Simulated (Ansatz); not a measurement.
Cu$_{3}$Sb:
Space group P6/mmm (No. 191); a = 4.534 Å, b = 4.534 Å, c = 4.946 Å, α = 90.00°, β = 90.00°, γ = 120.00°

| atom | site | symmetry | x | y | z |
|---|---|---|---|---|---|
| Sb | 1a | 6/mmm | 0.0000 | 0.0000 | 0.0000 |
| Cu | 1b | 6/mmm | 0.0000 | 0.0000 | 0.5000 |
| Cu | 2c | -6m2 | 0.3333 | 0.6667 | 0.0000 |

Relaxed at zero pressure with PBE (plane waves, PAW; program Ansatz).

### Question
The volume is raised by 6 % and shape and atoms relax at that volume. What pressure results, and how do the axes share the change?

### Answer
-2.6 GPa; a 1.7 %, b 1.7 %, c 2.5 %; the energy rises by 11 meV/atom.

### Question
Give the new structure.

### Answer

Space group P6/mmm (No. 191); a = 4.610 Å, b = 4.610 Å, c = 5.072 Å, α = 90.00°, β = 90.00°, γ = 120.00°

```json
[
 {"atom": "Sb", "site": "1a", "symmetry": "6/mmm", "x": "0.0000", "y": "0.0000", "z": "0.0000"},
 {"atom": "Cu", "site": "1b", "symmetry": "6/mmm", "x": "0.0000", "y": "0.0000", "z": "0.5000"},
 {"atom": "Cu", "site": "2c", "symmetry": "-6m2", "x": "0.3333", "y": "0.6667", "z": "0.0000"}
]
```

The phase is kept; no other phase was compared at this pressure.

The start of the workflow was typed in or built on a structure type; neither database checked (COD, Materials Project) lists it. Its standing as an ambient phase is unchecked. The cell was relaxed with PBE under the symmetry of its start; whether a distortion lowers the energy is not shown. The run is not spin-polarised. Its formation energy is positive at this level, so the cell may be metastable or incomplete. Spin–orbit coupling is left out wherever it is not named.

Potentials: the later of the program's two PAW sets.
